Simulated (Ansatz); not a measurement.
**Property card for SrRh2**

SrRh$_{2}$:
```
SrRh2
1.0
    0.00000     3.81126     3.81126
    3.81126     0.00000     3.81126
    3.81126     3.81126     0.00000
Rh Sr
4 2
Cartesian
  0.95282   0.95282   0.95282
  0.95282   2.85845   2.85845
  2.85845   2.85845   0.95282
  2.85845   0.95282   2.85845
  3.81126   3.81126   3.81126
  5.71689   5.71689   5.71689
```

Space group Fd-3m (No. 227), cubic Laves (MgCu2 type); conventional cell a = b = c = 7.623 Å, α = β = γ = 90.00°.

Method: DFT-PBEsol in the program Ansatz with PAW potentials. The cell and atoms are relaxed at this level. Other levels are named where they apply.

### Cell and energy

```
Property                                                       Value
-----------------------------------------------------  -------------
Volume per atom                                             18.45 Å³
Density                                                   8.80 g/cm³
Formation energy from the elements (no fitted shifts)  -0.20 eV/atom
```

### Electronic structure

```
Property                                                                   Result
------------------------------------  -------------------------------------------
Electronic character                                            metallic (no gap)
Density of states at the Fermi level  1.6 states/eV per atom (mean over ±0.08 eV)
Gap with spin–orbit coupling                                      none (metallic)
```

### Mechanics

```
Property                                                                       Value
--------------------------------------------  --------------------------------------
Bulk modulus (Birch–Murnaghan fit)                                           125 GPa
Pressure derivative B′                                                           4.7
Elastic constants (relaxed ions, GPa)              C11 = 175, C12 = 99.5, C44 = 50.7
Mechanical stability                          stable (all eigenvalues of C positive)
Hill bulk and shear moduli                                          125 and 44.9 GPa
Young's modulus                                                              120 GPa
Poisson's ratio                                                                 0.34
Debye temperature from the elastic constants                                   286 K
```

### Charges

```
Property                     Result
-------------  --------------------
Bader charges  Rh -0.60, Sr +1.20 e
```

The workflow started from an entry of the Crystallography Open Database (COD). Whether it is the stable phase at ambient conditions was not checked. The cell was relaxed with PBEsol under the symmetry of its start; its stability against distortions is not shown here. The run is not spin-polarised. As this level gives no gap, shear constants depend on the k-mesh and smearing (Fermi–Dirac, 0.1 eV here). The references are the lowest solids computed at this level, not always the standard phases. Spin–orbit coupling is left out wherever it is not named.

Potentials: the later of the program's two PAW sets.
